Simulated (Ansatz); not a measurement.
LiGe2Pt2 single point

Input file of Ansatz 0.2.0:

```yaml
crystal:
  lattice:
    - [0.0, 3.957239, 0.0]
    - [3.957239, 0.0, 0.0]
    - [1.978619, 1.978619, -4.666909]
  atoms:
    - { symbol: Li, position: [0.0, 0.0, 0.0] }
    - { symbol: Ge, position: [0.375, 0.375, 0.25] }
    - { symbol: Ge, position: [0.625, 0.625, 0.75] }
    - { symbol: Pt, position: [0.75, 0.25, 0.5] }
    - { symbol: Pt, position: [0.25, 0.75, 0.5] }
  symmetry: { tolerance: 0.0003 }
kpoints:
  mp_grid: { grid: [9, 9, 9], shift: [0, 0, 0] }
  band_path:
    path:
      - [0.0, 0.0, 0.0]
      - [0.5, 0.5, 0.5]
      - [0.5, 0.5, 0.25]
      - [0.0, 0.5, 0.0]
      - [0.0, 0.0, 0.0]
      - [0.0, 0.0, -0.5]
      - [0.0, 0.41012562, -0.29493719]
      - [0.0, 0.58987438, 0.29493719]
      - [0.0, 0.0, 0.0]
      - [0.5, 0.5, 0.5]
      - [0.41012562, 0.58987438, 0.5]
    npoints: 6
magnetization:
  spin_polarized: false
scf:
  occupations: { method: fermi_dirac }
  lower_state_search: "off"
  max_iter: 200
hamiltonian:
  pseudopotentials: { kind: paw }
  xc: pbe
basis:
  ecutwfc: 420
  fft_grid_basis: typed
output:
  forces: true
  stress: true
  eigenvalues: true
  bader: true
  populations: true
  elf: true
  write_potential: true
  volumetric_format: npy
  dos:
    e_range: [-12, 8]
    de: 0.05
    projected: { site_lists: { Ge: [Ge], Li: [Li], Pt: [Pt] } }
checkpoint:
  read: saved_state
```

The saved state is an earlier solution for the same cell, perhaps on another mesh. 

Excerpt of what it printed:

```
Free energy (F): -33840.4602 eV
Harris-Foulkes:  -33840.4602 eV  (|F-HF|=3.35e-9)
Internal energy: -33840.4013 eV  (E = F + TS)
E sigma→0 (E₀):  -33840.4308 eV
Entropy (-TS):   -0.0589 eV (-11.776 meV/atom)
Fermi energy:    16.7831 eV
--- Per-component energies (eV) ---
  E_band       = -683.5352
  E_kinetic    = 1549.0499
  E_local      = -9357.0770  (includes V_loc(G=0)·N_el)
  E_nonlocal   = 1208.8044
  E_hartree    = 3951.3825
  E_xc         = -697.1307
  E_vxc        = -764.4758  (∫ρ·V_xc dr)
  E_paw        = -22973.2758  (= ΣΔE_a)
  E_vpaw       = -1222.5989  (= ΣTr[D̂ρ^β])
  E_aug_tail   = 0.0010  (compensation charges beyond the density's cutoff)
  E_ewald      = -7522.1556
  E_smearing   = -0.0589  (= −TS)
--- Forces (eV/Å), atoms counted from 1 ---
  atom   1  Li     0.0000     0.0000     0.0000
  atom   2  Ge     0.0000     0.0000     4.6107
  atom   3  Ge     0.0000     0.0000    -4.6107
  atom   4  Pt     0.0000     0.0000     0.0000
  atom   5  Pt     0.0000     0.0000     0.0000
--- Stress (GPa, compression-positive) ---
       51.5194       0.0000       0.0000
        0.0000      51.5194       0.0000
        0.0000       0.0000      41.1668
  P = ⅓ Tr σ = 48.0685 GPa (480.685 kbar)
--- Löwdin populations: 5 sites ---
  site symbol       q [e]
     0     Li      2.3357
     1     Ge     14.4330
     2     Ge     14.4330
     3     Pt     17.6916
     4     Pt     17.6916
  spilling = 0.0062 (of n_electrons = 67.0000)
--- Bader charges: 5 sites ---
  site symbol  charge [e]  shift [e]
     0     Li      0.8729     0.0003
     1     Ge      0.4425     0.0087
     2     Ge      0.4426     0.0087
     3     Pt     -0.8790     0.0088
     4     Pt     -0.8790     0.0088
```

Origin: a known structure type with other elements, at an estimated volume, so it need not be a known compound. Caveats: atoms or cell far from equilibrium.
